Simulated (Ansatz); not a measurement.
**B: changing the dispersion correction**

The cell as given:

Space group Pm-3m (No. 221). a = 1.885 Å, b = 1.885 Å, c = 1.885 Å, α = 90.00°, β = 90.00°, γ = 90.00°
```csv
atom,site,symmetry,x,y,z
B,1b,m-3m,0.5000,0.5000,0.5000
```

This isn't the form of B at room conditions, which is rhombohedral.

Kept alike: task relaxation of cell and atoms; functional PBEsol; k mesh 14 × 14 × 14; occupations fermi-dirac, width 0.05 eV; no spin polarisation. Program: Ansatz, Ansatz PAW, cutoff 420 eV. The mesh is that of the run's cell of 1 atom. No spin-orbit coupling.

```csv
dispersion correction,volume (Å³/atom)
D3(BJ),6.519
D4,6.546
none,6.628
```

The relaxations keep at least the cell's symmetry (Pm-3m). For a metal such a mesh leaves the last digits unconverged. Relaxations stop with a little pressure left, so the last digits of a volume or edge aren't settled. Ansatz's relaxations hold a Pulay term in the stress (up to 0.3 GPa here). All rows use potentials made for PBE.

The volume runs from 6.519 (D3(BJ)) to 6.628 Å³/atom (none). Against no correction: D3(BJ) -1.6 %; D4 -1.2 %. Dispersion terms mostly attract and so lower the volume; the schemes' coefficients and damping set how far.
